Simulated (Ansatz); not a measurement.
Consider the following.

GeI₂:
Space group P-3m1 (No. 164); a = b = 4.147 Å, c = 6.645 Å, α = β = 90.00°, γ = 120.00°

```csv
atom,site,symmetry,x,y,z
Ge,1a,-3m.,0.0000,0.0000,0.0000
I,2d,3m.,0.3333,0.6667,0.2596
```

This is the LDA-relaxed structure.

**Question.** All from LDA in the plane-wave PAW code Ansatz, unless another level is named. Estimate the band gap.

**Answer.** 1.73 eV (smallest direct gap 1.73 eV).

**Question.** And the conduction-band minimum?

**Answer.** at A.

**Question.** And the valence-band maximum?

**Answer.** on the H–A line, 95 % of the way from H.

**Question.** Next, the weight of the conduction-edge state by species (Voronoi cells)?

**Answer.** Ge 61 %, I 39 %.

The workflow started from an entry of the Crystallography Open Database (COD), which files this formula under 2 space groups. Its standing as an ambient phase is unchecked. Symmetry was held in the LDA relaxation; its stability against distortions is not shown here. A crystal of weakly bound layers computed without a dispersion correction: the cell and the soft elastic constants depend strongly on that. Scalar-relativistic: spin–orbit coupling is off unless named, which matters more the heavier the elements.

Potentials: the later of the program's two PAW sets.
